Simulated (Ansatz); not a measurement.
# TlIn under pressure: fit and missing row

TlIn, R-3m, a = 3.362 Å, c = 16.536 Å. The structure is a Materials Project entry; whether it is the stable form wasn't checked. Ansatz: PBEsol, PAW, 420 eV, Γ-centred 15×15×15 mesh on 2 atoms, Gaussian smearing 0.10 eV; no spin polarisation. Cell and atoms are relaxed at each pressure, and no other structure is tried, so the rows at high pressure may lie past a change of phase.

| V (Å³/atom) | P (GPa) |
| --- | --- |
| 15.806 | 90.00 |
| ? | 50.00 |
| 20.254 | 25.02 |
| 22.517 | 12.00 |
| 24.946 | 4.00 |
| 26.356 | 1.04 |
| 26.978 | 0.02 |
| 27.701 | -1.00 |

Q: Take V0 = 26.978 Å³/atom, count pressures from its P0 = 0.02 GPa, fit the third-order Birch–Murnaghan form to the other rows, and predict the missing volume.

A: With the Eulerian strain f = ½[(V0/V)^(2/3) − 1] and y = (P − P0)/[3f(1 + 2f)^(5/2)], the form is the line y = B0 + 1.5 B0 (B0′ − 4) f. Rows (f, y): 0.21410, 57.5; 0.10530, 49.1; 0.06403, 46.1; 0.02680, 43.4; 0.00784, 41.7; -0.00874, 40.7. Means f = 0.06822, y = 46.417; Σ(Δf)² = 0.03396, ΣΔfΔy = 2.567; the slope is their ratio. y = 41.26 + 75.60 f GPa, so B0 = 41.3 GPa and B0′ = 4 + 2 × (75.60)/(3 × 41.26) = 5.22. P = 50.00 GPa is met at f = 0.15779 (y = 53.19), so V = V0 (1 + 2f)^(−3/2) = 17.879 Å³/atom. The run gave 17.889 Å³/atom, so the fit is 0.010 Å³/atom too low, a small miss on the scale of the series.

The mesh isn't the same in all rows (15×15×15, 18×18×18). Spin–orbit coupling is left out, which can shift energies with elements as heavy as these.